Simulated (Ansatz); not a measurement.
Pt (diamond, Fd-3m) under volume change, the program Ansatz at the PBEsol level (PAW), scaled uniformly.

```csv
V (Å³/atom),E − E(relaxed) (meV/atom),P (GPa)
20.926,96.3,16.46
21.615,40.0,9.91
22.305,9.3,4.49
22.995,0.0,0.00
23.685,8.2,-3.71
24.375,31.0,-6.76
25.065,65.7,-9.27
```

Q: What does a third-order Birch–Murnaghan fit give for V₀, B₀ and B′?

A: V₀ = 23.00 Å³/atom, B₀ = 136 GPa, B′ = 5.4.

The start of the workflow was typed in or built on a structure type; neither database checked (COD, Materials Project) lists it. It is not the phase usual at ambient conditions (space group No. 225). The cell was relaxed with PBEsol under the symmetry of its start. At this level the phase is mechanically unstable. The run is not spin-polarised. Scalar-relativistic: spin–orbit coupling is off unless named, which matters more the heavier the elements.

Potentials: the earlier of the program's two PAW sets. The files were generated under PBE; for other functionals the program regenerates the frozen cores, and for LDA and PBEsol the local potential too.
